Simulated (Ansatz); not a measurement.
**Squeezing CsHg (NaTl type)**

```yaml
crystal:
  lattice:
    - [0.00000, 4.09266, 4.09266]
    - [4.09266, 0.00000, 4.09266]
    - [4.09266, 4.09266, 0.00000]
  atoms:
    - { symbol: Cs, position: [0.12500, 0.12500, 0.12500] }
    - { symbol: Cs, position: [0.87500, 0.87500, 0.87500] }
    - { symbol: Hg, position: [0.37500, 0.37500, 0.37500] }
    - { symbol: Hg, position: [0.62500, 0.62500, 0.62500] }
```

The cell comes from a relaxation on PAW files under the same functional, begun from a prototype that needn't be the stable phase.

Its volume is scaled at fixed shape and fractional positions.

Level of theory: DFT with LDA, scalar-relativistic, in Ansatz 0.2.0; a Γ-centred 6×6×6 k mesh, Fermi–Dirac smearing of 0.05 eV, no spin polarisation. LAPW: all electrons, basis error target 0.5 meV/atom; PAW: frozen-core files, cutoff 420 eV.

Energies are extrapolated to zero smearing and count from the unscaled cell; pressure is positive in compression; gaps take the mesh and a band path. No temperature or zero-point motion is included.

Spin–orbit coupling is left out, which matters for the heavy atoms. The PAW files were made under PBE.

```json
{"V/V0": "1.00", "V (Å³/atom)": "34.28", "P LAPW (GPa)": "0.02", "ΔE LAPW (eV/atom)": "0.000", "P PAW − LAPW (GPa)": "0.00", "ΔE PAW − LAPW (meV/atom)": "0.0"}
{"V/V0": "0.90", "V (Å³/atom)": "30.85", "P LAPW (GPa)": "2.60", "ΔE LAPW (eV/atom)": "0.026", "P PAW − LAPW (GPa)": "0.00", "ΔE PAW − LAPW (meV/atom)": "0.0"}
{"V/V0": "0.80", "V (Å³/atom)": "27.42", "P LAPW (GPa)": "?", "ΔE LAPW (eV/atom)": "0.128", "P PAW − LAPW (GPa)": "0.00", "ΔE PAW − LAPW (meV/atom)": "0.0"}
```

Q: What belongs in the row "0.80", column "P LAPW (GPa)"?

A: 7.53.

Q: From the table, what is the rise of the enthalpy H = E + pV up to the last row, and how stiff is the crystal between the last two rows?

A: ΔH = 0.128 eV + (7.53 GPa × 27.42 Å³ − 0.02 GPa × 34.28 Å³) × 0.006242 eV/(GPa·Å³) = 1.41 eV/atom, of which pV makes 91 %. The mean bulk modulus there is −ΔP/Δln V = 41.8 GPa.
